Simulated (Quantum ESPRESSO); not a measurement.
AlRu2Sn3TiZr in 6 site orders

These are calculations, not measurements. They come from Quantum ESPRESSO 7.5, a public plane-wave density functional program. Each row is one single-point run on a made-up periodic cell of eight metal atoms, with elements, volume, strain and displacements drawn at random and not relaxed, so a cell may be unstable or far from any real phase. There is no spin polarisation or spin-orbit coupling.

Settings: PBE unless stated; PseudoDojo standard norm-conserving files; Fermi-Dirac width 0.25 eV, which means electrons at about 2900 K; cutoff 1143 eV; 5 x 5 x 4 k mesh shifted half a step off Gamma. E is the free energy of the whole cell (internal energy minus TS), so a -TS column is already part of it. Stress is positive in tension, and the pressure P is minus a third of its trace.

Checks: one run of this series was repeated at a higher cutoff and on a denser mesh, which moved values by no more than 0.004 eV, 0.06 GPa and 0.010 eV/Å, and a second program with other atomic files agreed on it to 2 % rms in force and 0.5 GPa in pressure. Known limits: the tin pseudopotential is less sure than most, with forces differing by about three percent from a second method on plain tin; a spin test at this wide smearing found no moment, but such smearing suppresses magnetism that the real alloy may have.

The lattice is face-centred cubic, and the cell vectors in Å are (2.013, 4.043, 2.057); (2.117, -4.099, 2.063); (4.174, -0.049, -4.163), a volume of 139.98 Å³. The runs put one composition on the same eight displaced sites in different orders. E is counted from run 1, and the rms force is over all 24 components. Nothing is relaxed, so E mixes bonding between neighbours with strain on unrelaxed sites, and it is not an ordering energy.

| run | elements on sites 1 to 8 | E (eV) | -TS (eV) | rms force (eV/Å) | largest force (eV/Å) | P (GPa) |
|---|---|---|---|---|---|---|
| 1 | Sn Ru Ru Sn Al Sn Ti Zr | 0.000 | -1.355 | 0.858 | 2.80 | 10.77 |
| 2 | Al Ti Ru Sn Ru Sn Zr Sn | -0.445 | -1.276 | 0.832 | 1.96 | 10.01 |
| 3 | Al Ti Sn Ru Sn Zr Ru Sn | 0.654 | -1.453 | 0.860 | 2.69 | 11.29 |
| 4 | Ru Ti Ru Sn Sn Zr Sn Al | -0.002 | -1.411 | 0.652 | 1.52 | 10.25 |
| 5 | Ru Zr Sn Ru Ti Sn Sn Al | 0.025 | -1.407 | 0.600 | 1.72 | ? |
| 6 | Sn Sn Sn Zr Ti Al Ru Ru | -0.416 | -1.193 | 0.645 | 1.68 | 10.03 |

## Worked fit

A straight line through the runs shown gives P = 10.52 + 1.17 E GPa with E in eV, an error of 0.24 on the slope and a scatter of 0.21 GPa. At this fixed volume the orders of higher energy tend to have the higher pressure.

## Withheld value

Question: what pressure should run 5 give?

The fit gives 10.55 ± 0.23 GPa. The calculation gave 10.54 GPa.
